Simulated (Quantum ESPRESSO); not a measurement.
**Band energies of CdSe**

```
CELL_PARAMETERS angstrom
      0.00000     3.00505     3.00505
      3.00505     0.00000     3.00505
      3.00505     3.00505     0.00000
ATOMIC_POSITIONS crystal
  Se 0.25000 0.25000 0.25000
  Cd 0.00000 0.00000 0.00000
```

LDA (pw.x of Quantum ESPRESSO, ONCV potentials, no spin-orbit coupling); path ΓXWKΓLUWLK,UX; energies in eV from the valence-band maximum.

```csv
k (1/Å),point,band 14,band 15,band 16,band 17,band 18,band 19,band 20,band 21
0.00,Γ,-7.63,-7.63,0.00,0.00,0.00,0.40,5.81,5.81
0.23,,-7.64,-7.62,-1.19,-0.30,-0.30,1.68,5.20,6.23
0.58,,-7.63,-7.59,-2.99,-1.29,-1.29,3.31,3.89,7.67
0.81,,-7.57,-7.41,-3.93,-1.81,-1.81,3.06,3.72,8.33
1.05,X,-7.57,-7.25,-4.33,-2.01,-2.01,2.88,3.64,9.02
1.18,,-7.57,-7.23,-4.32,-2.07,-2.07,3.09,3.80,8.82
1.57,W,-7.63,-7.10,-4.25,-2.42,-2.40,5.05,5.06,6.35
1.81,,-7.61,-7.14,-4.27,-2.70,-1.80,3.81,5.10,7.58
1.94,K,-7.60,-7.15,-4.28,-2.73,-1.65,3.53,5.09,8.14
2.14,,-7.63,-7.22,-4.18,-2.68,-1.22,3.81,5.59,7.08
2.44,,-7.65,-7.56,-3.35,-1.73,-0.56,3.28,5.67,6.07
2.64,,-7.65,-7.62,-2.33,-0.90,-0.24,2.42,5.36,6.25
2.95,,-7.63,-7.63,-0.47,-0.06,-0.01,0.85,5.72,5.84
3.05,Γ,-7.63,-7.63,0.00,0.00,0.00,0.40,5.81,5.81
3.25,,-7.63,-7.63,-1.15,-0.11,-0.11,1.36,5.61,5.98
3.45,,-7.63,-7.63,-2.51,-0.37,-0.37,2.06,5.70,6.30
3.75,,-7.61,-7.49,-4.23,-0.73,-0.73,2.24,6.38,6.38
3.95,L,-7.61,-7.32,-4.69,-0.81,-0.81,2.22,6.34,6.34
4.27,,-7.61,-7.24,-4.48,-1.98,-1.15,3.41,5.45,7.14
4.59,U,-7.60,-7.15,-4.28,-2.73,-1.65,3.53,5.09,8.14
4.84,,-7.62,-7.12,-4.25,-2.59,-2.13,4.51,5.11,6.77
4.96,W,-7.63,-7.10,-4.25,-2.42,-2.40,5.05,5.06,6.35
5.15,,-7.63,-7.14,-4.26,-2.60,-1.88,4.62,5.14,6.37
5.42,,-7.61,-7.26,-4.53,-1.75,-1.11,3.28,5.50,6.81
5.61,,-7.61,-7.31,-4.67,-0.96,-0.85,2.38,6.16,6.42
5.70,L,-7.61,-7.32,-4.69,-0.81,-0.81,2.22,6.34,6.34
5.86,,-7.61,-7.30,-4.63,-1.22,-0.91,2.66,5.91,6.56
6.10,,-7.61,-7.21,-4.39,-2.33,-1.29,3.63,5.40,7.33
6.26,,-7.61,-7.15,-4.28,-2.73,-1.55,3.61,5.30,7.78
6.34,K,-7.60,-7.15,-4.28,-2.73,-1.65,3.53,5.09,8.14
6.34,U,-7.60,-7.15,-4.28,-2.73,-1.65,3.53,5.09,8.14
6.43,,-7.59,-7.17,-4.29,-2.56,-1.80,3.36,4.54,8.39
6.71,X,-7.57,-7.25,-4.33,-2.01,-2.01,2.88,3.64,9.02
```

The LDA gap is direct, 0.40 eV at Γ.

Spin-orbit splittings are left out.

Geometry relaxed with LDA.
